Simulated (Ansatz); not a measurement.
ZnInGaO$_{4}$:
```xyz
7
Lattice="1.6574 0.9569 8.5829 -1.6574 0.9569 8.5829 0.0000 -1.9139 8.5829" Properties=species:S:1:pos:R:3 pbc="T T T"
Zn     0.0000     0.0000     5.6309
In     0.0000     0.0000     0.0757
Ga     0.0000     0.0000    20.2678
O      0.0000     0.0000     7.5982
O      0.0000     0.0000    18.3135
O      0.0000     0.0000     3.1201
O      0.0000     0.0000    22.2401
```

Relaxed with PBEsol (plane waves, PAW; program Ansatz). Indices refer to the conventional cell of R3m, a = b = 3.3149 Å, c = 25.7488 Å, α = β = 90.00°, γ = 120.00°.

Problem. Simulate the powder diffraction pattern (Cu Kα, λ = 1.54184 Å; lines above 1 %) up to 2θ = 90°.

Solution. Simulated powder pattern, Cu Kα, λ = 1.54184 Å (kinematic, ideal powder, no thermal factors, no anomalous dispersion; the 30 strongest lines at most, above 1 %, up to 2θ = 90°):

```json
[
 {"2θ (°)": "10.31", "d (Å)": "8.583", "I/Imax (%)": "13", "hkl": "(0003)"},
 {"2θ (°)": "20.70", "d (Å)": "4.291", "I/Imax (%)": "21", "hkl": "(0006)"},
 {"2θ (°)": "31.26", "d (Å)": "2.861", "I/Imax (%)": "66", "hkl": "(0009)"},
 {"2θ (°)": "31.35", "d (Å)": "2.853", "I/Imax (%)": "87", "hkl": "(1 0 -1 1)"},
 {"2θ (°)": "31.94", "d (Å)": "2.802", "I/Imax (%)": "6.6", "hkl": "(0 1 -1 2)"},
 {"2θ (°)": "34.20", "d (Å)": "2.622", "I/Imax (%)": "100", "hkl": "(1 0 -1 4)"},
 {"2θ (°)": "35.81", "d (Å)": "2.507", "I/Imax (%)": "85", "hkl": "(0 1 -1 5)"},
 {"2θ (°)": "39.83", "d (Å)": "2.263", "I/Imax (%)": "1.4", "hkl": "(1 0 -1 7)"},
 {"2θ (°)": "42.11", "d (Å)": "2.146", "I/Imax (%)": "1.9", "hkl": "(0 0 0 12)"},
 {"2θ (°)": "42.18", "d (Å)": "2.142", "I/Imax (%)": "16", "hkl": "(0 1 -1 8)"},
 {"2θ (°)": "47.43", "d (Å)": "1.917", "I/Imax (%)": "48", "hkl": "(1 0 -1 10)"},
 {"2θ (°)": "53.37", "d (Å)": "1.717", "I/Imax (%)": "3.7", "hkl": "(0 0 0 15)"},
 {"2θ (°)": "55.44", "d (Å)": "1.657", "I/Imax (%)": "64", "hkl": "(1 1 -2 0)"},
 {"2θ (°)": "56.44", "d (Å)": "1.630", "I/Imax (%)": "16", "hkl": "(1 0 -1 13)"},
 {"2θ (°)": "56.55", "d (Å)": "1.627", "I/Imax (%)": "1.0", "hkl": "(1 1 -2 3)"},
 {"2θ (°)": "59.71", "d (Å)": "1.549", "I/Imax (%)": "42", "hkl": "(0 1 -1 14)"},
 {"2θ (°)": "59.82", "d (Å)": "1.546", "I/Imax (%)": "6.5", "hkl": "(1 1 -2 6)"},
 {"2θ (°)": "65.03", "d (Å)": "1.434", "I/Imax (%)": "46", "hkl": "(1 1 -2 9)"},
 {"2θ (°)": "65.08", "d (Å)": "1.433", "I/Imax (%)": "9.6", "hkl": "(0 2 -2 1)"},
 {"2θ (°)": "65.22", "d (Å)": "1.430", "I/Imax (%)": "6.1", "hkl": "(0 0 0 18)"},
 {"2θ (°)": "66.77", "d (Å)": "1.401", "I/Imax (%)": "14", "hkl": "(0 2 -2 4)"},
 {"2θ (°)": "67.77", "d (Å)": "1.383", "I/Imax (%)": "14", "hkl": "(2 0 -2 5)"},
 {"2θ (°)": "70.27", "d (Å)": "1.340", "I/Imax (%)": "1.7", "hkl": "(0 1 -1 17)"},
 {"2θ (°)": "71.99", "d (Å)": "1.312", "I/Imax (%)": "1.4", "hkl": "(1 1 -2 12)"},
 {"2θ (°)": "72.04", "d (Å)": "1.311", "I/Imax (%)": "3.0", "hkl": "(2 0 -2 8)"},
 {"2θ (°)": "75.89", "d (Å)": "1.254", "I/Imax (%)": "11", "hkl": "(0 2 -2 10)"},
 {"2θ (°)": "77.96", "d (Å)": "1.226", "I/Imax (%)": "9.3", "hkl": "(1 0 -1 19)"},
 {"2θ (°)": "80.56", "d (Å)": "1.192", "I/Imax (%)": "6.5", "hkl": "(1 1 -2 15)"},
 {"2θ (°)": "83.10", "d (Å)": "1.162", "I/Imax (%)": "5.2", "hkl": "(0 2 -2 13)"},
 {"2θ (°)": "85.89", "d (Å)": "1.132", "I/Imax (%)": "14", "hkl": "(2 0 -2 14)"}
]
```

Symmetry was held in the PBEsol relaxation.

Potentials: the later of the program's two PAW sets.
